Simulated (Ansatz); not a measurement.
## Ge started on a Sn site and an I vacancy, 9.24 Å apart on the ideal sites in cubic perovskite CsSnI3, 39 atoms, charge +1

All numbers come from Ansatz (PAW, plane waves, no spin–orbit coupling) at the single k point (¼, ¼, ¼) without its symmetry partners. The atoms were relaxed with PBEsol in a fixed cell; other functionals are single points on those atoms unless said otherwise. The valence top and gap of the host come from its small cell on a dense mesh, with the band extrema sought between the mesh points, lined up by the mean potential, PBEsol gap 0.15 eV, HSE06 gap 0.52 eV. The charge correction uses an assumed dielectric constant of 30.

Relaxed structure:

```cif
data_structure
_symmetry_space_group_name_H-M 'P 1'
_symmetry_Int_Tables_number 1
_cell_length_a 12.3145
_cell_length_b 12.3145
_cell_length_c 12.3145
_cell_angle_alpha 90.000
_cell_angle_beta 90.000
_cell_angle_gamma 90.000
_cell_volume 1867.44
loop_
_atom_site_label
_atom_site_type_symbol
_atom_site_fract_x
_atom_site_fract_y
_atom_site_fract_z
_atom_site_occupancy
Cs1 Cs 0.03193 0.03209 0.00611 1
Cs2 Cs 0.01164 0.01112 0.49811 1
Cs3 Cs 0.01553 0.47687 0.00258 1
Cs4 Cs 0.01389 0.49351 0.49730 1
Cs5 Cs 0.47124 0.01507 0.00300 1
Cs6 Cs 0.48879 0.02071 0.49738 1
Cs7 Cs 0.48789 0.49224 0.99961 1
Cs8 Cs 0.47111 0.47353 0.49692 1
Ge1 Ge 0.25644 0.25862 0.25372 1
Sn1 Sn 0.25144 0.25367 0.75131 1
Sn2 Sn 0.25461 0.75715 0.25074 1
Sn3 Sn 0.25384 0.75344 0.75048 1
Sn4 Sn 0.75516 0.25529 0.25047 1
Sn5 Sn 0.75132 0.25482 0.75162 1
Sn6 Sn 0.75090 0.75145 0.27033 1
Sn7 Sn 0.75104 0.75206 0.73037 1
I1 I 0.25456 0.25632 0.00491 1
I2 I 0.24477 0.24838 0.49228 1
I3 I 0.21675 0.75166 0.00072 1
I4 I 0.28669 0.75339 0.49960 1
I5 I 0.74819 0.20682 0.00073 1
I6 I 0.75112 0.29078 0.49945 1
I7 I 0.71239 0.68562 0.50034 1
I8 I 0.00349 0.25085 0.24757 1
I9 I 0.00120 0.25009 0.75261 1
I10 I 0.99920 0.74934 0.28199 1
I11 I 0.99939 0.74928 0.71232 1
I12 I 0.49023 0.25054 0.25144 1
I13 I 0.50040 0.25160 0.74744 1
I14 I 0.50300 0.75388 0.21398 1
I15 I 0.50275 0.75570 0.78887 1
I16 I 0.24986 0.00574 0.24903 1
I17 I 0.24924 0.00333 0.75157 1
I18 I 0.24888 0.49254 0.25100 1
I19 I 0.25136 0.50245 0.74832 1
I20 I 0.74778 0.99796 0.29252 1
I21 I 0.74806 0.99715 0.70046 1
I22 I 0.75244 0.50178 0.20708 1
I23 I 0.75347 0.50062 0.79509 1
```

Chemical potentials μ are those of reference phases of the elements at zero temperature by the same functional (the usual solids, diamond for C, grey Sn, and the molecules H2, N2, O2, F2, Cl2, Br2 and S8).

| functional | E(defect) − E(host) − Σ nμ + q·E_VBM (eV) | monopole (eV) | alignment (eV) | formation energy at E_F = VBM (eV) | moment (μB) | wall time, shared host |
| --- | --- | --- | --- | --- | --- | --- |
| PBEsol | 2.62 | 0.06 | -0.28 | 2.40 | 0 (no spin) | 32 s on NVIDIA GB300 (relaxation) |
| HSE06 | 2.70 | 0.06 | -0.28 | 2.48 | 0 (no spin) | 42 s on NVIDIA GB300 |

Problem. How does the monopole term follow by hand for this cubic cell?

Solution. q²·α·e²/(4πε₀)/(2εL) with the Madelung constant α = 2.837 and e²/4πε₀ = 14.40 eV·Å: 1 × 2.837 × 14.40 / (2 × 30 × 12.314) = 0.06 eV.

All elements are taken at their own reference at once; growth conditions in equilibrium with the host shift these energies, by up to the host's formation enthalpy.

The ideal cubic host may itself distort, and that gain is in these energies.

One k point and a cell of this size can leave errors of several tenths of an eV in such numbers.
